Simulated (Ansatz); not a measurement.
Relaxed K (bcc, W type):

```xyz
2
Lattice="-5.2794 5.2794 5.2794 2.6397 -2.6397 2.6397 2.6397 2.6397 -2.6397" Properties=species:S:1:pos:R:3 pbc="T T T"
K      0.0000     0.0000     0.0000
K      2.6397     2.6397     2.6397
```

The atoms are displaced by Q × the pattern below (from a DFPT mode at N = (0.5, 0.0, 0.0), largest move 1; Q in Å), at fixed cell. (q is in reciprocal vectors of the primitive cell; the cell shown is doubled to hold the pattern.)

```tsv
atom	x	y	z
K1	0.000	0.707	-0.707
K2	0.000	-0.707	0.707
```

These are PBE (plane waves to 420 eV, PAW, scalar-relativistic; Ansatz, a quantum-chemistry and plane-wave program) values and carry that method's errors. k mesh 13×13×13 (Γ-centred), Fermi-Dirac smearing 0.05 eV. E stands for the smeared free energy. With partly filled bands, energies and forces of such displacements shift with the k mesh and the smearing. K was relaxed with its symmetry unable to fall. ΔE is measured from the undisplaced structure. The last digit holds for this mesh only.

```json
[
 {"Q (Å)": "-0.2800", "ΔE (meV/cell)": "withheld"},
 {"Q (Å)": "-0.2333", "ΔE (meV/cell)": "2.33"},
 {"Q (Å)": "-0.1867", "ΔE (meV/cell)": "1.43"},
 {"Q (Å)": "-0.1400", "ΔE (meV/cell)": "0.78"},
 {"Q (Å)": "-0.0933", "ΔE (meV/cell)": "0.34"},
 {"Q (Å)": "-0.0467", "ΔE (meV/cell)": "0.08"},
 {"Q (Å)": "0.0000", "ΔE (meV/cell)": "0.00"},
 {"Q (Å)": "0.0467", "ΔE (meV/cell)": "0.08"},
 {"Q (Å)": "0.0933", "ΔE (meV/cell)": "0.34"},
 {"Q (Å)": "0.1400", "ΔE (meV/cell)": "0.78"},
 {"Q (Å)": "0.1867", "ΔE (meV/cell)": "1.43"},
 {"Q (Å)": "0.2333", "ΔE (meV/cell)": "2.33"},
 {"Q (Å)": "0.2800", "ΔE (meV/cell)": "withheld"}
]
```

### Question
Fit an even polynomial form (powers 2, 4) to the given rows and predict ΔE at Q = 0.2800.

### Answer
Least squares on the 11 given rows: ΔE = (38.02)·Q² + (87.76)·Q⁴, in meV/cell with Q in Å; root-mean-square residual 0.002 meV/cell. At 0.2800 the fit gives 3.52 meV/cell; the calculation gives 3.51 meV/cell, so the extrapolation is off by 0.01 (+0.3 %). The quadratic term alone would give 2.98 meV/cell.

(For displaced atoms, the force is minus the slope of the energy, and its curvature is a force constant, which sets phonon frequencies.)
